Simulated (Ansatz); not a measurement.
Relaxed HfO₂ (tetragonal-ZrO2 type, space group P4_2/nmc):

```
CELL_PARAMETERS angstrom
      3.60482     0.00000     0.00000
      0.00000     3.60482     0.00000
      0.00000     0.00000     5.26502
ATOMIC_POSITIONS crystal
  Hf 0.00000 0.00000 0.00000
  Hf 0.50000 0.50000 0.50000
  O  0.00000 0.50000 0.19324
  O  0.00000 0.50000 0.69324
  O  0.50000 0.00000 0.30676
  O  0.50000 0.00000 0.80676
```

In this cell atom 5 (O, nearest neighbour Hf at 2.070 Å; its periodic images, 3.6 Å or more away, move with it) is moved by s along Cartesian x, unit vector (1.000, 0.000, 0.000); all other atoms and the cell stay fixed.

Calculation: PBE (plane waves to 420 eV, PAW, scalar-relativistic; Ansatz, a program for electronic structure). k mesh 7×7×5 (Γ-centred), Fermi-Dirac smearing 0.05 eV. The energy includes the smearing's −TS. HfO2 is run without spin polarisation. HfO2 was relaxed with its symmetry unable to fall. Spin-orbit coupling is left out, though Hf is heavy. The PAW data are Ansatz's earlier set. This is a high-temperature form of HfO2. ΔE is measured from the undisplaced structure.

```tsv
s (Å)	ΔE (meV/cell)
-0.210	116.6
-0.168	withheld
-0.126	41.2
-0.084	18.2
-0.042	4.5
0.000	0.0
0.042	4.5
0.084	18.2
0.126	41.2
0.168	withheld
0.210	116.6
```

**Question.** Fit an even polynomial form (powers 2, 4) to the given rows and predict ΔE at s = -0.168.

**Answer.** Least squares on the 9 given rows: ΔE = (2567)·s² + (1745)·s⁴, in meV/cell with s in Å; root-mean-square residual 0.02 meV/cell. At -0.168 the fit gives 73.8 meV/cell; the calculation gives 73.8 meV/cell, the same to the digits shown. The quadratic term alone would give 72.5 meV/cell.

(A displaced cell: forces are minus the slopes of the energy, force constants its curvatures, and phonons follow from these.)
